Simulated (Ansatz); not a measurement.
Start of a relaxation of TiGe4Mo:

```
Ti Ge Mo
1.0
     0.00000    4.51929    4.59336
     2.63487    0.00000    4.59336
     2.63487    4.51929    0.00000
Ti Ge Mo
1 4 1
Direct
  0.50000 0.50000 0.50000
  0.08263 0.41737 0.08263
  0.16737 0.83263 0.16737
  0.83263 0.16737 0.83263
  0.41737 0.08263 0.41737
  0.75000 0.75000 0.75000
```

All numbers below come from DFT PBE, scalar-relativistic, plane waves, PAW in Ansatz 0.2.0. Cutoff 420 eV, Gaussian smearing, Γ-centred meshes. Cell and atoms relax first on a coarse mesh and then on a finer one. In between, the cell is made exact in the group found at 0.06 Å. In metals the finer mesh still leaves noise of several meV/atom or more. The steps can't lower the symmetry of their start. No spin polarisation in the relaxation; trial moments died out in a coarse test.

A guess keeps its type if space group and coordination stay and the shape of the cell changes little (axis ratios within about 15 %, angles within 6°); the volume may change.

Q: Does it keep its structure type, or change into something else?

A: It keeps its type. The symmetry stays F222 (No. 22). The volume per atom shrinks by 13.3 %, from 18.2 to 15.8 Å³. The shortest distance goes from 2.75 Å (Ge–Mo and Ti–Ge) to 2.61 Å (Ge–Ge). Counting neighbours within 15 % of an atom's shortest distance, the start has Ge 10, Mo 10, Ti 10 and the end Ge 10, Mo 10, Ti 10.

The last run used a 10×10×10 mesh for its 6-atom cell and Gaussian smearing of 0.10 eV. Symmetry constrained the relaxation, so the result can be a saddle point.
